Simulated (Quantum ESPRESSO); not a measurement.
# Band energies of Rb2PtC2

```xyz
5
Lattice="5.4059 0.0000 0.0000 -2.7029 4.6816 0.0000 0.0000 0.0000 5.2008" Properties=species:S:1:pos:R:3 pbc="T T T"
C      0.0000     0.0000     3.2352
C      0.0000     0.0000     1.9656
Rb     0.0000     3.1211     1.4609
Rb     2.7029     1.5605     3.7399
Pt     0.0000     0.0000     0.0000
```

PBEsol (pw.x of Quantum ESPRESSO, ONCV potentials, without SOC); path ΓMKΓALHA,LM,KH; energies in eV from the valence-band maximum.

```csv
k (1/Å),point,band 18,band 19,band 20,band 21,band 22,band 23,band 24,band 25
0.00,Γ,-2.55,-2.55,-2.29,-1.43,-1.43,3.28,3.39,4.67
0.22,,-2.56,-2.53,-2.04,-1.44,-1.41,2.72,3.32,4.33
0.67,M,-2.59,-2.48,-1.64,-1.48,-1.38,1.94,3.10,3.82
0.67,K,-2.51,-2.51,-1.55,-1.47,-1.47,2.32,2.32,4.77
0.86,,-2.54,-2.49,-1.60,-1.50,-1.41,2.08,2.76,4.31
1.06,,-2.56,-2.51,-1.79,-1.47,-1.40,2.25,3.14,4.18
1.45,Γ,-2.55,-2.55,-2.29,-1.43,-1.43,3.28,3.39,4.67
1.85,,-2.10,-1.44,-1.44,-0.69,-0.69,2.47,2.47,3.24
2.05,A,-2.05,-1.44,-1.44,0.00,0.00,1.74,1.74,3.30
2.39,,-1.92,-1.46,-1.42,-0.01,0.00,1.42,1.93,3.78
2.72,L,-1.74,-1.46,-1.40,-0.01,0.00,1.03,2.14,4.29
2.91,,-1.70,-1.45,-1.41,-0.04,-0.02,1.19,1.91,4.35
3.11,H,-1.66,-1.43,-1.43,-0.05,-0.05,1.51,1.51,4.34
3.26,,-1.70,-1.45,-1.41,-0.04,-0.03,1.33,1.74,4.26
3.57,,-1.94,-1.46,-1.42,-0.01,-0.01,1.50,1.86,3.72
3.73,,-2.02,-1.45,-1.44,0.00,0.00,1.67,1.78,3.41
3.88,A,-2.05,-1.44,-1.44,0.00,0.00,1.74,1.74,3.30
3.88,L,-1.74,-1.46,-1.40,-0.01,0.00,1.03,2.14,4.29
4.19,,-1.66,-1.47,-1.40,-1.35,-1.14,1.90,3.12,3.46
4.34,,-2.11,-1.91,-1.64,-1.48,-1.38,1.97,3.19,3.62
4.49,M,-2.59,-2.48,-1.64,-1.48,-1.38,1.94,3.10,3.82
4.49,K,-2.51,-2.51,-1.55,-1.47,-1.47,2.32,2.32,4.77
4.79,,-1.57,-1.48,-1.48,-1.22,-1.22,2.29,2.29,3.96
5.09,H,-1.66,-1.43,-1.43,-0.05,-0.05,1.51,1.51,4.34
```

The PBEsol gap is direct, 1.03 eV at L.

Spin-orbit coupling is left out, which matters for elements this heavy: edges can move by tenths of an eV.

Geometry of the Materials Project entry, not relaxed at this level.
